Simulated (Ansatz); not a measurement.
HfO₂:
```xyz
12
Lattice="5.1145 0.0000 0.0000 0.0000 5.1809 0.0000 -0.8712 0.0000 5.2239" Properties=species:S:1:pos:R:3 pbc="T T T"
Hf     1.2311     0.2166     1.0877
Hf     3.4478     2.8070     1.5242
Hf     3.0122     4.9644     4.1362
Hf     0.7955     2.3739     3.6997
O      0.0576     1.7278     1.7983
O      4.6213     4.3182     0.8136
O      4.1857     3.4532     3.4255
O     -0.3780     0.8627     4.4103
O      1.8743     3.9252     2.4997
O      2.8046     1.3347     0.1123
O      2.3690     1.2557     2.7242
O      1.4387     3.8462     5.1116
```

Relaxed with r²SCAN. Special points in fractions of this cell's reciprocal vectors: Γ (0.000, 0.000, 0.000); Z (0.000, 0.500, 0.000); D (0.000, 0.500, 0.500); B (0.000, 0.000, 0.500); A (-0.500, 0.000, 0.500); E (-0.500, 0.500, 0.500); C2 (-0.500, 0.500, 0.000); Y2 (-0.500, 0.000, 0.000).

Q: List the band energies nearest the valence-band maximum at these points for r²SCAN (plane waves, PAW; program Ansatz).

A: In eV from the valence-band maximum; about four levels below and three above (degenerate sets whole), none deeper than 8.9 eV; points with the same levels are listed once.

| k | below | above |
|---|---|---|
| Γ | -0.55 -0.52 -0.21 0.00 | 5.04 5.65 5.72 |
| Z | -0.84 -0.84 -0.47 -0.47 | 5.56 5.56 6.12 6.12 |
| D | -0.93 -0.93 -0.66 -0.66 | 5.48 5.48 5.67 5.67 |
| B | -0.88 -0.88 -0.50 -0.50 | 5.27 5.27 5.78 5.78 |
| A | -1.00 -1.00 -0.51 -0.51 | 4.90 4.90 6.06 6.06 |
| E | -1.08 -1.08 -0.75 -0.75 | 5.09 5.09 5.80 5.80 |
| C2 | -0.96 -0.96 -0.62 -0.62 | 5.27 5.27 5.79 5.79 |
| Y2 | -0.75 -0.59 -0.45 -0.09 | 4.59 5.65 5.76 |

Space group P2_1/c. Symmetry was held in the r²SCAN relaxation. No spin polarisation was allowed. Spin–orbit coupling is left out wherever it is not named.

Potentials: the later of the program's two PAW sets.
